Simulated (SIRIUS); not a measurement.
Consider a self-consistent single point of Ag (Fm-3m, 1 atom in the cell; from Materials Project mp-124, changed as shown).

```
Ag
1.0
    0.00000     2.02647     2.02647
    2.02647     0.00000     2.02647
    2.02647     2.02647     0.00000
Ag
1
Direct
  0.00000   0.00000   0.00000
```

Computed with PBE, PseudoDojo 0.5 standard norm-conserving PBE (tails mended) pseudopotentials (plane waves; SIRIUS).

SIRIUS settings:

| setting | value |
|---|---|
| parameters.ngridk | 14 14 14 |
| parameters.xc_functionals | [XC_GGA_X_PBE, XC_GGA_C_PBE] |
| parameters.gk_cutoff | 9.055 1/bohr |
| parameters.pw_cutoff | 18.111 1/bohr |
| parameters.smearing | gaussian |
| parameters.smearing_width | 0.00999582 Ha |
| potentials | PseudoDojo 0.5 standard norm-conserving PBE (tails mended) pseudopotentials |
| parameters.electronic_structure_method | pseudopotential |
| parameters.num_bands | 14 |
| parameters.num_mag_dims | 0 |
| parameters.num_dft_iter | 100 |
| parameters.energy_tol | 1e-07 Ha |
| parameters.density_tol | 1e-06 |
| mixer.type | anderson |
| mixer.beta | 0.7 |
| mixer.use_hartree | false |

Results:

* **Number of valence electrons**: 19
* **Number of bands**: 14
* **Number of k-points after the program's reduction**: 104
* **Number of plane waves (most at a k-point)**: 1423
* **Number of SCF iterations**: 13
* **FFT grid**: 36 × 36 × 36
* **Free energy E − TS**: -4218.2624 eV
* **Fermi level (on the code's own zero)**: 17.95 eV
* **Pressure**: 7.57 GPa

Stress (GPa, positive for compression):
```
7.57  0.00  0.00
0.00  7.57  0.00
0.00  0.00  7.57
```

For comparison: a first run was changed to give this one (volume scaled by 1.01), and from it to this one the free energy falls by 8.7 meV/atom and the pressure goes from 8.93 to 7.57 GPa.

The structure comes from a collection of computed structures, made at another level of theory; the collection holds predicted forms beside known ones. Its lattice was then scaled.

Cost on one core: around 22 core-seconds (rough).

“Tails mended”: in these copies of the files the far tail of each local potential was reset to the Coulomb form.
